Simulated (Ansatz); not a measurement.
Sb (A7 (α-As type)), relaxed with PBE (Ansatz, a program for electronic structure, plane waves, PAW): a = 4.3751 Å, b = 4.3751 Å, c = 11.5376 Å, α = 90.00°, β = 90.00°, γ = 120.00°.

### Question
The same phase is relaxed and computed with PBEsol in the same code. What is the cell now?

### Answer
a = 4.3219 Å, b = 4.3219 Å, c = 11.0655 Å, α = 90.00°, β = 90.00°, γ = 120.00°.

All cells were relaxed under the symmetry of their starts (and spin orders); stability against distortions was not tested throughout. Scalar-relativistic: spin–orbit coupling is off unless named, which matters more the heavier the elements.

Potentials: the earlier of the program's two PAW sets. The files were generated under PBE; for other functionals the program regenerates the frozen cores, and for LDA and PBEsol the local potential too.

Ansatz is a plane-wave DFT program.
